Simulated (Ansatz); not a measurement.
KCdI₃ (cubic perovskite), relaxed with r2SCAN in the plane-wave code Ansatz: space group Pm-3m (No. 221), cubic; conventional cell a = 5.937 Å, 41.85 Å³ an atom. Around K lie 12 I at 4.20 Å; around Cd lie 6 I at 2.97 Å; around I lie 2 Cd at 2.97 Å and 4 K at 4.20 Å. The cell was then strained (x, y and z are the cube axes), with the atoms relaxed again; stress is positive in compression. No spin polarisation and no zero-point or thermal motion; the cell was built from a prototype and may be hypothetical.

- Uniaxial +1.0 % along z, other directions held: r2SCAN's stress changes by -0.36 GPa along the strain and -0.13 GPa across it.
- Isotropic +0.5 % on every length: the pressure changes by -0.32 GPa, and the HSE06 gap (R → Γ) goes from 0.590 to 0.568 eV.
- Epitaxial strain of -1.0 % in the (001) plane: the free normal strain is +0.77 % and the in-plane stress changes by +0.44 GPa.

Question: Estimate C₁₁, C₁₂ and the bulk modulus from the uniaxial step.

Answer: With compression positive, C₁₁ ≈ −Δσ∥/ε = (+0.36)/(+0.0100) = 36 GPa and C₁₂ ≈ (+0.13)/(+0.0100) = 13 GPa; B = (C₁₁ + 2C₁₂)/3 = 21 GPa. A one-sided step carries third-order terms: it reads low by some per cent.

Question: What bulk modulus does the isotropic step give?

Answer: Δ ln V = 3 ln(1.0050) = +0.0150, so B ≈ −ΔP/Δ ln V = 21 GPa, against 21 GPa from C₁₁ and C₁₂; one-sided steps of finite size carry third-order terms.

Question: Give the volume deformation potential of that gap and its pressure coefficient.

Answer: a_V = ΔE_g/Δ ln V = (-0.022)/(+0.0150) = -1.47 eV; dE_g/dP = −a_V/B = +69 meV/GPa, with HSE06's gap and r2SCAN's modulus.

Question: What do the film's normal strain and stress say about the elastic constants?

Answer: ε⊥/ε∥ = (+0.0077)/(-0.0100) = -0.77, which linear elasticity sets to −2C₁₂/C₁₁ = -0.72 from the uniaxial step. The biaxial modulus is M = −Δσ/ε∥ = 44 GPa (C₁₁ + C₁₂ − 2C₁₂²/C₁₁ = 40 GPa).

Question: How much elastic energy does the film store, with 41.85 Å³ an atom?

Answer: u = M ε∥² = −Δσ ε∥ = -0.44 × (-0.0100) = 0.0044 GPa, and 1 GPa Å³ is 6.2415 meV: 1.15 meV an atom. The total energies of the two runs differ by 1.17 meV an atom.

Spin-orbit coupling is left out, which matters wherever the heavy atoms make up the band edges.

The meshes of the hybrids are coarse, so their gaps aren't converged to the digits shown.
